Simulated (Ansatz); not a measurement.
### Question
Each is relaxed and computed with r²SCAN (plane waves, PAW; program Ansatz). Which is the only metal?
A. SiGe, wurtzite
B. ZnCu2SnS4, I-4 (Pearson symbol tI16)
C. ScTaPb2O6, Fm-3m (Sc on 4a, Ta on 4b, Pb on 8c, O on 24e)
D. Ta3Ge, I-4 (Ta on 8g, Ta on 8g, Ta on 8g, Ge on 8g)

### Answer
D, Ta3Ge, I-4 (Ta on 8g, Ta on 8g, Ta on 8g, Ge on 8g). Ta3Ge: metal; ScTaPb2O6: gap 3.07 eV (direct); SiGe: gap 0.66 eV (indirect); ZnCu2SnS4: gap 0.47 eV (direct). Standing as an ambient phase not checked: Ta3Ge, I-4 (Ta on 8g, Ta on 8g, Ta on 8g, Ge on 8g); ScTaPb2O6, Fm-3m (Sc on 4a, Ta on 4b, Pb on 8c, O on 24e); SiGe, wurtzite. All cells were relaxed under the symmetry of their starts (and spin orders); stability against distortions was not tested throughout. Rows with no word on spin ran without spin polarisation. Spin–orbit coupling is left out wherever it is not named.

Potentials: the later of the program's two PAW sets.
